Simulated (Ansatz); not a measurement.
Energy over volume and axial ratio for SiO2 (rutile)

SiO2 (rutile)

```cif
data_O4Si2
_chemical_formula_sum 'Si2 O4'
_space_group_name_H-M_alt 'P42/mnm'
_space_group_IT_number 136
_space_group_name_Hall '-P 4n 2n'
_cell_length_a 4.23588
_cell_length_b 4.23588
_cell_length_c 2.68991
_cell_angle_alpha 90.000
_cell_angle_beta 90.000
_cell_angle_gamma 90.000
loop_
_atom_site_label
_atom_site_type_symbol
_atom_site_symmetry_multiplicity
_atom_site_Wyckoff_symbol
_atom_site_fract_x
_atom_site_fract_y
_atom_site_fract_z
_atom_site_occupancy
Si1 Si 2 a 0.00000 0.00000 0.00000 1
O1 O 4 g 0.19301 0.19301 0.50000 1
```

Grid over V/V₀ and (c/a)/(c/a)₀, subscript 0 meaning the relaxed cell; the conventional c axis lies along z; no internal relaxation.

These are PBE (plane waves to 420 eV, PAW, scalar-relativistic; Ansatz, an electronic-structure program) values and carry that method's errors. k mesh 8×8×12 (Γ-centred), Fermi-Dirac smearing 0.05 eV. Energies are smeared free energies. Stress and pressure are positive under compression. As the atoms are clamped, bonds stretch with the cell, which overstates energies and stresses. SiO2 was relaxed with its symmetry unable to fall. The PAW data are Ansatz's earlier set. The zero of ΔE is the relaxed starting cell.

ΔE (meV/atom), with V/V₀ across and (c/a)/(c/a)₀ down:

```tsv
(c/a)/(c/a)₀ \ V/V₀	0.920	0.960	1.000	1.040	1.080
0.960	78.8	30.6	12.7	19.4	46.0
0.980	63.4	18.3	3.1	12.2	41.1
1.000	55.6	12.9	0.0	11.2	42.0
1.020	54.4	13.8	2.8	15.8	48.2
1.040	59.3	20.4	10.9	25.3	58.9
```

σzz − σxx (GPa), with V/V₀ across and (c/a)/(c/a)₀ down:

```csv
(c/a)/(c/a)₀ \ V/V₀,0.920,0.960,1.000,1.040,1.080
0.960,30.1,24.1,19.0,14.5,10.7
0.980,18.2,13.3,9.1,5.6,2.5
1.000,7.1,3.2,0.0,-2.7,-5.0
1.020,-3.3,-6.1,-8.5,-10.4,-12.0
1.040,-13.0,-14.9,-16.4,-17.5,-18.5
```

Key numbers:

* **Modulus against c/a change at fixed volume, (3/4V)·∂²E/∂(ln c/a)² (fit, atoms clamped)**: 220 GPa, an upper bound as the atoms could relax
* **Lowest place on the grid**: V/V₀ = 1.000, (c/a)/(c/a)₀ = 1.000 (0.0 meV/atom)
* **Highest place on the grid**: V/V₀ = 0.920, (c/a)/(c/a)₀ = 0.960 (78.8 meV/atom)

(Under strain, the slope of the energy per volume gives the stress and its curvature an elastic modulus.)
